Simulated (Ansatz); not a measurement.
**Data sheet: Sn2GeTe3 (DFT)**

Sn2GeTe3:
Space group P-3m1 (No. 164); a = b = 4.3160 Å, c = 10.6007 Å, α = β = 90.00°, γ = 120.00°

```
atom  site  symmetry       x       y       z
----  ----  --------  ------  ------  ------
Sn      2d       3m.  0.6667  0.3333  0.1743
Ge      1b      -3m.  0.0000  0.0000  0.5000
Te      2d       3m.  0.3333  0.6667  0.3489
Te      1a      -3m.  0.0000  0.0000  0.0000
```

Space group P-3m1 (No. 164); conventional cell a = 4.3160 Å, b = 4.3160 Å, c = 10.6007 Å, α = 90.00°, β = 90.00°, γ = 120.00°.

Method: plane-wave PAW LDA (Ansatz code). Structure relaxed to zero pressure with the same functional. Other levels are named where they apply.

Cell and energy:

| Item | Value |
|---|---|
| Volume per atom | 28.50 Å³ |
| Density | 6.73 g/cm³ |
| Formation energy from the elements (no fitted shifts) | -0.20 eV/atom |

Electronic structure:

| Property | Result |
|---|---|
| Electronic character | no gap, with almost no states at the Fermi level (zero-gap or semimetallic) |
| Density of states at the Fermi level | 0.00 states/eV per atom (mean over ±0.08 eV) |

Mechanics:

| Property | Result |
|---|---|
| Bulk modulus (Birch–Murnaghan fit) | 53.1 GPa |
| Pressure derivative B′ | 4.2 |

Phonons:

| Quantity | Value |
|---|---|
| Highest zone-centre frequency | 150 cm^-1 |
| Zone-centre stability | unstable, softest mode 25i cm⁻¹ |

The first step of the workflow began from a Materials Project structure, measured or hypothetical; the Crystallography Open Database copy checked does not list it. With Sn and Ge taken as one species the cell has the higher symmetry Fm-3m, so it may be an ordered model of a mixed-site phase. Its standing as an ambient phase is unchecked. The LDA relaxation kept the symmetry of its start; of distortions, only those at the zone centre were tested, and some modes there are weakly imaginary. As this level gives no gap, phonon frequencies hold no LO–TO term and depend on the k-mesh and smearing (Fermi–Dirac, 0.1 eV here). The references are the lowest solids computed at this level, not always the standard phases. Spin–orbit coupling is left out wherever it is not named.

Potentials: the later of the program's two PAW sets.
